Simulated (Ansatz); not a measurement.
Data:

Relaxed MgS (rock salt):

```
CELL_PARAMETERS angstrom
      0.00000     2.61481     2.61481
      2.61481     0.00000     2.61481
      2.61481     2.61481     0.00000
ATOMIC_POSITIONS crystal
  S  0.00000 0.00000 0.00000
  Mg 0.50000 0.50000 0.50000
```

Scan: atom 2 (Mg, nearest neighbour S at 2.615 Å; its periodic images, 3.7 Å or more away, move with it) is displaced along Cartesian z, direction (0.000, 0.000, 1.000) in Cartesian axes, by s. The other atoms stay.

Calculation: PBE (plane waves to 420 eV, PAW, scalar-relativistic; Ansatz, an electronic-structure program). k mesh 9×9×9 (Γ-centred), Fermi-Dirac smearing 0.05 eV. E stands for the smeared free energy. Left out: 2 of 11 points, with atoms too close for the PAW data. MgS was relaxed with its symmetry unable to fall. The PAW data are Ansatz's earlier set. The zero of ΔE is the undisplaced structure.

The scan covers s from -0.624 to 0.624 Å in 9 points.

Problem. Is the energy the same for equal positive and negative displacements?

Solution. Even: the same for both signs. With its periodic images moving along, the atom's site symmetry in this cell is m-3m.

Problem. What is the energy change at s = 0.624 Å?

Solution. 1188 meV/cell.

Problem. What force acts on the atom along the line at s = -0.624 Å?

Solution. 6.27 eV/Å.

(For displaced atoms, the force is minus the slope of the energy, and its curvature is a force constant, which sets phonon frequencies.)
